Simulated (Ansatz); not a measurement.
## Data sheet: Nb (DFT)

Nb:
```
Nb
1.0
    2.83191     0.00000     0.00000
   -1.41595     2.45250     0.00000
    0.00000     0.00000     5.19147
Nb
2
Cartesian
  0.00000   1.63500   1.29787
  1.41595   0.81750   3.89360
```

Space group P6_3/mmc (No. 194), hcp (Mg type); conventional cell a = b = 2.8319 Å, c = 5.1915 Å, α = β = 90.00°, γ = 120.00°.

Method: the program Ansatz at the PBEsol level (PAW). Structure relaxed to zero pressure with the same functional. Other levels are named where they apply.

### Cell and energy

```
Property              Value
---------------  ----------
Volume per atom    18.03 Å³
Density          8.56 g/cm³
```

### Electronic structure

```
Property                                                                    Value
------------------------------------  -------------------------------------------
Electronic character                                            metallic (no gap)
Density of states at the Fermi level  1.4 states/eV per atom (mean over ±0.08 eV)
```

The start of the workflow was typed in or built on a structure type; the Crystallography Open Database copy checked does not list it. It is not the phase usual at ambient conditions (space group No. 229). The cell was relaxed with PBEsol under the symmetry of its start; whether a distortion lowers the energy is not shown. No spin polarisation was allowed. Axis ratios of metals converge slowly with the k-mesh, so a and c are less sure than the volume. Scalar-relativistic: spin–orbit coupling is off unless named, which matters more the heavier the elements.

Potentials: the earlier of the program's two PAW sets. The files were generated under PBE; for other functionals the program regenerates the frozen cores, and for LDA and PBEsol the local potential too.
